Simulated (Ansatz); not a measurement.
RbCl (rock salt, space group No. 225), PBE in the plane-wave PAW code Ansatz. The conduction-band minimum lies at Γ, with 1 equivalent valley. Second derivatives d²E/dk² of the lowest band at one valley (eV·Å²), along Cartesian directions:

```
direction  d²E/dk²
---------  -------
[100]        17.46
[010]        17.46
[001]        17.46
[110]        17.46
[101]        17.46
[011]        17.46
```

Find the principal effective masses, the density-of-states mass and the conductivity mass.

Off-diagonal terms follow from H_xy = H[110] − (H_xx + H_yy)/2, and m*/mₑ = 7.620 eV·Å² over each eigenvalue: 0.44, 0.44, 0.44. One valley's DOS mass (m₁m₂m₃)^(1/3) = 0.44, conductivity mass 3/(Σ 1/mᵢ) = 0.44 mₑ.

What effective density of states Nc follows at 300 K for parabolic valleys?

Nc = 2.509e19 × 1 × (0.44)^(3/2) ≈ 7.3e18 cm⁻³.

Space group Fm-3m (rock salt). The PBE relaxation kept the symmetry of its start. Scalar-relativistic: spin–orbit coupling is off unless named, which matters more the heavier the elements.

Potentials: the later of the program's two PAW sets.

Edges and masses are those of Kohn–Sham bands, whose gap is no quasiparticle gap.
